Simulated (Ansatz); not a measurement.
CoMo:
```cif
data_CoMo
_chemical_formula_sum 'Co1 Mo1'
_space_group_name_H-M_alt 'P 1'
_space_group_IT_number 1
_cell_length_a 2.61260
_cell_length_b 2.61260
_cell_length_c 3.65840
_cell_angle_alpha 90.000
_cell_angle_beta 90.000
_cell_angle_gamma 90.000
loop_
_space_group_symop_operation_xyz
  'x, y, z'
loop_
_atom_site_label
_atom_site_type_symbol
_atom_site_fract_x
_atom_site_fract_y
_atom_site_fract_z
_atom_site_occupancy
Co1 Co 0.00000 0.00000 0.00000 1
Mo1 Mo 0.50000 0.50000 0.50000 1
```

Relaxed with PBEsol.

### Question
Decompose the optical modes at the zone centre into irreducible representations, and say which are infrared and Raman allowed.

### Answer
Point group 4/mmm: Γ_opt = A2u + Eu. Infrared: A2u, Eu. Raman: none.

### Question
Assign frequencies (DFPT, DFT-PBEsol in the program Ansatz with PAW potentials).

### Answer
Eu 184, A2u 239 cm⁻¹.

Space group P4/mmm (L1₀ or tetragonal B2). The start of the workflow was typed in or built on a structure type; neither database checked (COD, Materials Project) lists it. Its standing as an ambient phase is unchecked. Symmetry was held in the PBEsol relaxation; its stability against distortions is not shown here. The workflow began spin-polarised and lost its moments. As this level gives no gap, phonon frequencies hold no LO–TO term and depend on the k-mesh and smearing (Fermi–Dirac, 0.1 eV here).

Potentials: the later of the program's two PAW sets.
